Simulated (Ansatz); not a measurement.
**V₃Au: a fit and a missing row**

V₃Au, Pm-3m, a = 3.821 Å. The structure is a COD entry; whether it is the stable form wasn't checked. Ansatz: PBEsol, PAW, 420 eV, Γ-centred 12×12×12 mesh on 4 atoms, Gaussian smearing 0.10 eV; no spin polarisation. Symmetry fixes shape and atoms, so the cell is only scaled; pressure is positive in compression.

```tsv
V (Å³/atom)	P (GPa)
13.109	14.68
13.527	6.76
13.945	0.03
14.364	-5.69
14.782	?
```

Problem. Take V0 = 13.945 Å³/atom, count pressures from its P0 = 0.03 GPa, fit the third-order Birch–Murnaghan form to the other rows, and predict the missing pressure.

Solution. With the Eulerian strain f = ½[(V0/V)^(2/3) − 1] and y = (P − P0)/[3f(1 + 2f)^(5/2)], the form is the line y = B0 + 1.5 B0 (B0′ − 4) f. Rows (f, y): 0.02104, 209.4; 0.01025, 208.0; -0.00977, 205.0. Means f = 0.007173, y = 207.47; Σ(Δf)² = 0.0004888, ΣΔfΔy = 0.07024; the slope is their ratio. y = 206.4 + 143.7 f GPa, so B0 = 206.4 GPa and B0′ = 4 + 2 × (143.7)/(3 × 206.4) = 4.46. At V = 14.782, f = -0.01906, y = 203.66 and P = -10.54 GPa. The run gave -10.55 GPa, so the fit is 0.01 GPa too high, a small miss on the scale of the series. The form still works here, 33 % of the fitted range beyond its end.

Spin–orbit coupling is left out, which can shift energies with elements as heavy as these.

Cost: 5 runs of about 1.1 core-minutes in all, on Arm Neoverse V1 (shared hosts).